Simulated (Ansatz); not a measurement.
Space group Im-3m (No. 229). a = 5.590 Å, b = 5.590 Å, c = 5.590 Å, α = 90.00°, β = 90.00°, γ = 90.00°
| atom | site | symmetry | x | y | z |
| --- | --- | --- | --- | --- | --- |
| Fe | 6b | 4/mm.m | 0.5000 | 0.0000 | 0.0000 |
| Fe | 8c | .-3m | 0.2500 | 0.2500 | 0.7500 |
| Co | 2a | m-3m | 0.0000 | 0.0000 | 0.0000 |

Equation of state of this Fe₇Co structure (not necessarily the ground state), with shape and atoms relaxed at each volume where symmetry leaves them free. It has no gap at any of these volumes. Theory: Ansatz 0.2.0, DFT PBEsol, scalar-relativistic, plane waves, PAW.

Cutoff 420 eV; k points 10×10×10 on the computed 8-atom cell (Γ-centred); Gaussian smearing, width 0.10 eV; collinear spin.

| V (Å³/atom) | E − E(largest V) (meV/atom) | P (GPa) |
| --- | --- | --- |
| 9.605 | 76.63 | 37.41 |
| 9.932 | 12.53 | 25.42 |
| 10.260 | -28.68 | 15.39 |
| 10.587 | -51.43 | 7.14 |
| 10.915 | -58.66 | 0.00 |
| 11.242 | -52.46 | -5.74 |
| 11.570 | -36.10 | -10.46 |
| 12.006 | 0.00 | -15.99 |

Q: Fit a third-order Birch–Murnaghan equation to E(V).

A: V0 = 10.92 Å³/atom, B0 = 210 GPa, B0' = 5.1.

Only parallel moments were tried here.